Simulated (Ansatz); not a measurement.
TeSe:
Space group P1 (No. 1); a = 4.3606 Å, b = 4.4135 Å, c = 10.9395 Å, α = 88.99°, β = 89.40°, γ = 61.32°

```csv
atom,site,symmetry,x,y,z
Te,1a,1,0.9888,0.7372,0.9968
Te,1a,1,0.2529,0.0030,0.1756
Te,1a,1,0.2489,0.0092,0.6610
Se,1a,1,0.7607,0.2357,0.3424
Se,1a,1,0.7614,0.2296,0.8276
Se,1a,1,0.9873,0.7853,0.4965
```

Relaxed with r²SCAN+D4.

Q: Which orbitals make up the states near the band edges in plane-wave PAW r²SCAN+D4 (Ansatz code)?

A: Top 1 eV of the valence band: Te 5p 55 %, Se 4p 40 %. Bottom 1 eV of the conduction band: Te 5p 52 %, Se 4p 37 %. Projections are on Löwdin-orthogonalised atomic valence shells; empty p or d shells of many metals are not among them.

Q: Tabulate the density of states.

A: States/eV per cell of 6 atoms, in 0.25 eV bins, energy from the valence-band maximum.

```csv
E (eV),total,Te 5p,Se 4p,Te 5s
-7.88,0.00,0.00,0.00,0.00
-7.63,0.00,0.00,0.00,0.00
-7.38,0.00,0.00,0.00,0.00
-7.13,0.00,0.00,0.00,0.00
-6.88,0.00,0.00,0.00,0.00
-6.63,0.00,0.00,0.00,0.00
-6.38,0.00,0.00,0.00,0.00
-6.13,0.00,0.00,0.00,0.00
-5.88,0.16,0.07,0.09,0.00
-5.63,2.28,0.98,1.24,0.02
-5.38,2.84,1.16,1.59,0.04
-5.13,5.91,2.49,3.25,0.07
-4.88,5.87,2.50,3.17,0.08
-4.63,6.57,2.88,3.42,0.11
-4.38,4.42,1.93,2.26,0.10
-4.13,3.56,1.49,1.84,0.09
-3.88,3.43,1.37,1.82,0.11
-3.63,5.10,2.23,2.53,0.17
-3.38,5.40,2.39,2.63,0.19
-3.13,2.06,0.99,0.92,0.08
-2.88,2.32,1.18,0.96,0.09
-2.63,2.46,1.08,1.21,0.08
-2.38,2.79,1.19,1.42,0.09
-2.13,4.47,1.73,2.47,0.13
-1.88,6.56,2.34,3.87,0.17
-1.63,5.64,2.36,2.95,0.17
-1.38,5.77,2.86,2.58,0.15
-1.13,4.83,2.84,1.72,0.12
-0.88,5.28,3.03,1.96,0.13
-0.63,4.85,2.73,1.85,0.12
-0.38,2.52,1.22,1.13,0.09
-0.13,0.92,0.42,0.43,0.03
0.12,0.00,0.00,0.00,0.00
0.37,0.00,0.00,0.00,0.00
0.62,0.00,0.00,0.00,0.00
0.87,0.05,0.03,0.02,0.00
1.12,1.52,0.81,0.54,0.03
1.37,5.74,3.00,2.12,0.14
1.62,6.29,3.27,2.35,0.16
1.87,5.00,2.58,1.91,0.12
2.12,5.83,3.00,2.33,0.10
2.37,6.62,3.36,2.70,0.08
2.62,5.74,2.80,2.46,0.07
2.87,4.30,2.02,1.93,0.05
3.12,2.45,1.12,1.14,0.02
3.37,2.02,0.93,0.95,0.02
3.62,1.77,0.81,0.85,0.01
3.87,0.59,0.26,0.30,0.00
4.12,0.07,0.03,0.04,0.00
4.37,0.02,0.00,0.00,0.00
4.62,0.55,0.02,0.02,0.00
4.87,1.38,0.05,0.05,0.00
5.12,1.97,0.06,0.06,0.00
5.37,2.58,0.06,0.06,0.00
5.62,3.08,0.07,0.07,0.00
```

The workflow started from a Materials Project entry (that database holds measured and hypothetical structures alike); the Crystallography Open Database copy checked does not list it. Its standing as an ambient phase is unchecked. The cell was relaxed with r²SCAN+D4; its stability against distortions is not shown here. Spin–orbit coupling is left out wherever it is not named.

Potentials: the later of the program's two PAW sets.
